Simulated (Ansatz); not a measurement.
## LaAl2Zn2: pressure against volume

A database entry relaxed whole under r2SCAN (I4/mmm):

```
La Al Zn
1.0
    -2.12619    2.12619    5.46343
     2.12619   -2.12619    5.46343
     2.12619    2.12619   -5.46343
La Al Zn
1 2 2
Direct
  0.00000 0.00000 0.00000
  0.75000 0.25000 0.50000
  0.25000 0.75000 0.50000
  0.38647 0.38647 0.00000
  0.61353 0.61353 0.00000
```

The cell was scaled uniformly, its shape held, and the atoms relaxed at each volume with plane-wave PAW DFT (Ansatz 0.2.0; r2SCAN, 500 eV, 11×11×11 Γ-centred mesh, fermi-dirac occupations of width 0.100 eV; no spin, no spin-orbit coupling). One row is withheld.

```json
{"volume (Å³/atom)": "18.573", "energy over the lowest (meV/atom)": "19.7", "pressure (GPa)": "5.69"}
{"volume (Å³/atom)": "18.968", "energy over the lowest (meV/atom)": "8.4", "pressure (GPa)": "3.58"}
{"volume (Å³/atom)": "19.364", "energy over the lowest (meV/atom)": "2.0", "pressure (GPa)": "1.69"}
{"volume (Å³/atom)": "19.759", "energy over the lowest (meV/atom)": "0.0", "pressure (GPa)": "-0.01"}
{"volume (Å³/atom)": "20.154", "energy over the lowest (meV/atom)": "2.0", "pressure (GPa)": "-1.54"}
{"volume (Å³/atom)": "20.549", "energy over the lowest (meV/atom)": "?", "pressure (GPa)": "?"}
{"volume (Å³/atom)": "20.944", "energy over the lowest (meV/atom)": "16.4", "pressure (GPa)": "-4.14"}
```

Fit the pressures of the other rows to the third-order Birch-Murnaghan form.

With f = [(V₀/V)^(2/3) − 1]/2 and P = 3B₀f(1 + 2f)^(5/2)[1 + 3(B₀′ − 4)f/2], least squares gives V₀ = 19.76 Å³ an atom, B₀ = 80.5 GPa and B₀′ = 4.4; the rows miss the fit by less than 0.01 GPa. The slope of the energies differs from these pressures by less than 0.05 GPa.

What does the withheld row hold?

The fit gives -2.91 GPa at 20.549 Å³; the run gave -2.91 GPa and 7.6 meV an atom.

Caveats: the shape of the cell was held, so B₀ is an upper bound where the axes differ in stiffness; 0 K, fixed nuclei; the symmetry was kept, and this need not be the phase that is stable at 0 K; one mesh for all volumes; pressure is positive in compression.
